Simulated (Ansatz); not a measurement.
# Hf: from a first guess to the relaxed hcp type

First guess:

```
CELL_PARAMETERS angstrom
3.06379 0.00000 0.00000
-1.53189 2.65332 0.00000
0.00000 0.00000 4.96334
ATOMIC_POSITIONS crystal
Hf 0.33333 0.66667 0.25000
Hf 0.66667 0.33333 0.75000
```

All numbers below come from Ansatz 0.2.0, DFT, PBE, PAW with Ansatz's default frozen-core files, scalar-relativistic.

Cell and atoms relax within the symmetry of the start on a 14×14×8 k mesh with 0.05 eV Fermi–Dirac smearing.

The start is built from a prototype, known or not as a phase of this compound; the cutoff is 420 eV.

No spin–orbit coupling, which matters for the heavy atoms here.

What is the pressure of the first guess?

14.26 GPa.

What does it relax to?

a = 3.205 Å, b = 3.205 Å, c = 5.064 Å, α = 90.00°, β = 90.00°, γ = 120.00° (conventional cell), 22.53 Å³ per atom:
```
CELL_PARAMETERS angstrom
3.20528 0.00000 0.00000
-1.60264 2.77585 0.00000
0.00000 0.00000 5.06446
ATOMIC_POSITIONS crystal
Hf 0.33333 0.66667 0.25000
Hf 0.66667 0.33333 0.75000
```

How much energy does the relaxation release?

100 meV/atom.
